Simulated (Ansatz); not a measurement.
Polymorphs of TaSi$_{2}$, each relaxed with r²SCAN in the plane-wave PAW code Ansatz:

A: MoSi2 or CaC2 type (I4/mmm)
a = b = 3.2666 Å, c = 8.1535 Å, α = β = γ = 90.00°

```
atom  site  symmetry       x       y       z
----  ----  --------  ------  ------  ------
Ta      2a     4/mmm  0.0000  0.0000  0.0000
Si      4e       4mm  0.0000  0.0000  0.3317
```

B: P6_422
a = b = 4.7799 Å, c = 6.5539 Å, α = β = 90.00°, γ = 120.00°

| atom | site | symmetry | x | y | z |
|---|---|---|---|---|---|
| Ta | 3c | 222 | 0.5000 | 0.0000 | 0.0000 |
| Si | 6i | ..2 | 0.1582 | 0.3164 | 0.0000 |

**Question.** Put the candidates in order of energy per atom at 0 K, lowest first, for r²SCAN.

**Answer.** B (+0 meV/atom), A (+82 meV/atom)

Constructed cells (a structure type filled with these elements, in neither database checked): A. Standing as an ambient phase not checked: B. All cells were relaxed under the symmetry of their starts (and spin orders); stability against distortions was not tested throughout. Rows with no word on spin ran without spin polarisation. Scalar-relativistic: spin–orbit coupling is off unless named, which matters more the heavier the elements.

Energies hold the estimated change up to a 700 eV cutoff; steps of a few meV lie near the error of the meshes.

Potentials: the later of the program's two PAW sets.
